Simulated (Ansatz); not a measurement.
**Zr3TiN4: stable or not**

It was reached by relaxing an invented guess, and it needn't be the stable form of this composition.

Computed with DFT PBE, scalar-relativistic, plane waves, PAW in Ansatz. Cutoff 420 eV, Γ-centred 8×8×8 mesh (8-atom cell), Gaussian smearing of 0.10 eV, no spin polarisation.

```cif
data_structure
_symmetry_space_group_name_H-M 'P 1'
_symmetry_Int_Tables_number 1
_cell_length_a 4.5273
_cell_length_b 4.5273
_cell_length_c 4.5273
_cell_angle_alpha 90.000
_cell_angle_beta 90.000
_cell_angle_gamma 90.000
_cell_volume 92.79
loop_
_atom_site_label
_atom_site_type_symbol
_atom_site_fract_x
_atom_site_fract_y
_atom_site_fract_z
_atom_site_occupancy
Zr1 Zr 0.00000 0.00000 0.50000 1
Zr2 Zr 0.50000 0.00000 0.00000 1
Zr3 Zr 0.00000 0.50000 0.00000 1
Ti1 Ti 0.50000 0.50000 0.50000 1
N1 N 0.50000 0.50000 0.00000 1
N2 N 0.00000 0.50000 0.50000 1
N3 N 0.50000 0.00000 0.50000 1
N4 N 0.00000 0.00000 0.00000 1
```

Energies over the elements count from the elements' standard structures at the same level (N₂ as a molecule), with no fitted energy shifts.

**Question.** These tests were run: energy against the elements; random kick, then relaxation without symmetry; phonons on a 2×2×2 q mesh; elastic tensor. What do they show?

**Answer.**

| test | result |
| --- | --- |
| energy against the elements | −1.68 eV/atom |
| random kick, then relaxation without symmetry | returns |
| phonons on a 2×2×2 q mesh | no imaginary mode on the mesh |
| elastic tensor | least eigenvalue 128 GPa |

It fails none of these tests. Other phases of the system weren't compared here, so this isn't yet thermodynamic stability.

The kick test ran on a coarse mesh. The run for the phonons used an 8×8×8 k mesh and Fermi–Dirac smearing of 0.15 eV. The run for the elastic tensor used an 8×8×8 k mesh and Fermi–Dirac smearing of 0.15 eV.
